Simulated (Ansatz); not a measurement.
**Spin-resolved density of states of GdAg₂ (I4/mmm)**

The geometry is a structure as deposited in COD, held fixed and not relaxed.

Functional, mesh and filling: PBEsol, 13×13×13 k mesh, Fermi–Dirac smearing of 0.05 eV. LAPW is all-electron LAPW in Ansatz 0.2.0. Site moments are integrated in spheres about the atoms.

The run was typed so:

```yaml
crystal:
  lattice:
    - [-1.8715, 1.8715, 4.676]
    - [1.8715, -1.8715, 4.676]
    - [1.8715, 1.8715, -4.676]
  atoms:
    - { symbol: Gd, position: [0.0, 0.0, 0.0], spin: 7.0 }
    - { symbol: Ag, position: [0.327, 0.327, 0.0] }
    - { symbol: Ag, position: [0.673, 0.673, 0.0] }
magnetization:
  spin_polarized: true
kpoints:
  mp_grid: { grid: [13, 13, 13] }
scf:
  occupations: { method: fermi_dirac, width: 0.05 }
hamiltonian:
  xc: pbesol
  pseudopotentials: { kind: all_electron, lapw: { basis_error: 0.001 } }
output:
  forces: true
  stress: true
  eigenvalues: false
  populations: true
  dos: { projected: true, de: 0.1, e_range: [-8, 5] }
```

Command: `ansatz run input.yaml --threads 2 --pin off --max-ram 6144MiB --backend cpu --events-out ev --progress --plain --runs-dir out`

**Question.** Give the density of states by spin, smoothed by a Gaussian of 0.15 eV.

**Answer.** 
```tsv
E − E_F (eV)	majority (states/eV/cell)	minority (states/eV/cell)
-7.00	0.00	0.00
-6.60	0.05	0.01
-6.20	0.13	0.09
-5.80	1.63	0.96
-5.40	7.42	6.48
-5.00	7.77	5.77
-4.60	17.29	4.84
-4.20	7.00	6.41
-3.80	2.15	1.35
-3.40	0.48	0.40
-3.00	0.50	0.45
-2.60	0.52	0.45
-2.20	0.55	0.55
-1.80	0.77	0.65
-1.40	0.68	0.71
-1.00	0.55	0.58
-0.60	0.71	0.66
-0.20	0.69	0.85
0.20	0.69	5.44
0.60	0.67	11.90
1.00	0.78	0.85
1.40	1.46	0.66
1.80	1.72	1.11
2.20	1.58	1.65
2.60	1.22	1.33
3.00	0.77	1.62
3.40	1.57	1.12
3.80	0.61	0.82
4.20	0.15	1.32
```
Site moments (μB): Gd1 7.02, Ag2 0.00, Ag3 0.00. Cell moment 7.11 μB.

Löwdin populations of d and f shells (filled inner shells left out):

```csv
shell,up,down
Gd1 5d,1.30,1.07
Gd1 4f,7.00,0.12
Ag2 4d,4.87,4.87
Ag3 4d,4.87,4.87
```

Without U a semilocal functional puts the f levels too near the Fermi level, which can change moments and the order of magnetic states; site and cell moments are spin moments. Spin–orbit coupling is left out although heavy atoms are present. With open f shells a run can end in a state that isn't the lowest. These are results for the start and cell typed. The real compound can order otherwise, in a larger cell, or not at all, since semilocal functionals without spin fluctuations often overstate magnetism; near a collapse of the moment, mesh and smearing move it by tens of per cent.
